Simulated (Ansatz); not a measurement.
PbS:
```xyz
4
Lattice="5.0979 0.0000 0.0000 0.0000 5.0979 0.0000 0.0000 0.0000 4.1275" Properties=species:S:1:pos:R:3 pbc="T T T"
Pb     2.5489     0.0000     1.2550
Pb     0.0000     2.5489     2.8725
S      0.0000     0.0000     0.0000
S      2.5489     2.5489     0.0000
```

r²SCAN+D4 (plane waves, PAW; program Ansatz) gives a gap of 1.01 eV without spin–orbit coupling, maximum off the standard path, at k = (0.000, 0.294, 0.260), minimum off the standard path, at k = (0.133, 0.133, 0.393).

**Question.** What happens when spin–orbit coupling is switched on?

**Answer.** The gap drops by 0.36 eV, to 0.65 eV; maximum off the standard path, at k = (0.000, 0.286, 0.268), minimum off the standard path, at k = (0.138, 0.138, 0.484).

**Question.** Give the electron effective mass with spin–orbit coupling.

**Answer.** 0.21, 0.29, 26 mₑ (principal values).

**Question.** Give the hole effective mass with spin–orbit coupling.

**Answer.** 0.30, 0.97, 1.4 mₑ (principal values).

Space group P4/nmm. A made-up cell: these elements were put on the sites of a structure type; neither database checked (COD, Materials Project) lists it. It is not the phase usual at ambient conditions (space group No. 225). Symmetry was held in the r²SCAN+D4 relaxation; whether a distortion lowers the energy is not shown.

Potentials: the later of the program's two PAW sets.
